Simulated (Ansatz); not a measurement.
An Ansatz input:

```yaml
crystal:
  lattice:
    - [0.0, 1.7922190196, 1.7922190196]
    - [1.7922190196, 0.0, 1.7922190196]
    - [1.7922190196, 1.7922190196, 0.0]
  atoms:
    - { symbol: C, position: [0.5, 0.5, 0.5] }
    - { symbol: C, position: [0.75, 0.75, 0.75] }
hamiltonian:
  xc: revpbe
  pseudopotentials:
    kind: paw
    azcp:
      C: "pseudopotentials/C.paw.azcp"
basis:
  ecutwfc: 420
  fft_grid_basis: typed
kpoints:
  mp_grid: { grid: [14, 14, 14], shift: [0, 0, 0] }
magnetization:
  spin_polarized: false
scf:
  occupations: { method: fermi_dirac, width: 0.05 }
```

and its output:

```
Engine: ansatz 0.2.0, aarch64-unknown-linux-gnu
Pseudopotentials: kind: paw
Pseudopotential: C, paw, valence charge 4, recommended cutoff 420 eV (normal) 
Functional definition: revPBE
  parameter kappa = 1.245
  parameter beta = 0.06672455060314922
  exchange = pbe_x(kappa = kappa, mu = beta*pi^2/3)
  correlation = pbe_c(beta = beta)
Crystal: 2 atoms, lattice volume = 11.513 Å³
Basis set: ecut = 420 eV, 229 PW (Γ)
Bands: 8, of which v1, the nominal top of the filled ones, is band 4 counted from 1 (3 counted from 0)
Symmetry: 48 space group operations
Space group: Fd-3m (ITA 227), of the structure as read, at distance tolerance 2.3e-5 Å
k-points: 104 of 2744
Non-local potential: C, projectors of the file, l = 0: 2, l = 1: 2, l = 2: 1
PAW form: soft (Blöchl's): semilocal exchange-correlation on the pseudo side does not see the compensation charge
PAW frozen core: C, regenerated for the run's functional, and the local potential with it (the file was generated under x = pbe(κ = 0.804, μ = 0.2195149727645171), c = pbe(β = 0.06672455060314922))
PAW one-centre angular grid: C, 110 points (default); XC on 64 Gauss nodes
Initial density: superposition of atomic densities (neutral atoms: chi_scale 0, normalization atom), corrected by the library's trained network
Initial wavefunctions: pseudopotential atomic-orbital guess
Functional: x = revpbe(κ = 1.245, μ = 0.2195149727645171), c = pbe(β = 0.06672455060314922)
SCF iter   1: F=—  HF=-503.416943 eV  |F-HF|=—  |Δ(HF+E_count)|=         —  Δρ=3.12e-3  dr2=2.55e-4  ethr=1.77e-3  ⟨swp⟩=4.7  Hψ=5383  notcnv=0
SCF iter   2: F=—  HF=-503.417096 eV  |F-HF|=—  |Δ(HF+E_count)|=   1.53e-4  Δρ=1.59e-3  dr2=7.12e-5  ethr=3.19e-6  ⟨swp⟩=2.4  Hψ=2057  notcnv=0
SCF iter   3: F=—  HF=-503.417162 eV  |F-HF|=—  |Δ(HF+E_count)|=   6.53e-5  Δρ=1.14e-4  dr2=5.90e-7  ethr=8.89e-7  ⟨swp⟩=2.0  Hψ=1194  notcnv=0
iter 4 did not close the SCF: its close was put off for the readings that it lacked (scf_convergence_deferred on its scf_iter line)
SCF iter   4: F=-503.417162 eV  HF=-503.417162 eV  |F-HF|=3.21e-10  |Δ(HF+E_count)|=   1.02e-7  Δρ=3.95e-5  dr2=5.28e-8  ethr=7.37e-9  ⟨swp⟩=2.0  Hψ=1206  notcnv=0
iter 5 did not close the SCF: its close was put off for the readings that it lacked (scf_convergence_deferred on its scf_iter line)
SCF iter   5: F=-503.417162 eV  HF=-503.417162 eV  |F-HF|=1.75e-9  |Δ(HF+E_count)|=   5.28e-9  Δρ=8.61e-6  dr2=4.56e-9  ethr=6.60e-10  ⟨swp⟩=2.8  Hψ=1260  notcnv=0
SCF iter   6: F=-503.417162 eV  HF=-503.417162 eV  |F-HF|=5.59e-11  |Δ(HF+E_count)|=   1.34e-9  Δρ=1.50e-6  dr2=1.46e-10  ethr=5.70e-11  ⟨swp⟩=1.0  Hψ=2479  notcnv=0
SCF 1 converged in 6 iterations: F = -503.417162 eV  dr2 = 1.46e-10
SCF converged after 6 iterations
Free energy (F): -503.417162 eV
Harris-Foulkes:  -503.417162 eV  (|F-HF|=5.59e-11)
Internal energy: -503.417162 eV  (E = F + TS)
E sigma→0 (E₀):  -503.417162 eV
Fermi energy:    15.176187 eV
--- Per-component energies (eV) ---
  E_band       = 33.808112
  E_kinetic    = 183.395379
  E_local      = -122.408434  (includes V_loc(G=0)·N_el)
  E_nonlocal   = 52.217502
  E_hartree    = 26.927606
  E_xc         = -97.314465
  E_vxc        = -120.717377  (∫ρ·V_xc dr)
  E_paw        = -199.968117  (= ΣΔE_a)
  E_vpaw       = -12.534087  (= ΣTr[D̂ρ^β])
  E_aug_tail   = 0.000019  (compensation charges beyond the density's cutoff)
  E_ewald      = -346.243316
  E_core_change = -0.023335  (= ΣΔE_core)
  E_smearing   = -0.000000  (= −TS)
  E_closure    = -0.000000  (closes the sum)
  Σ components = -503.417162   (vs F -503.417162, Δ=0.00e0)
```
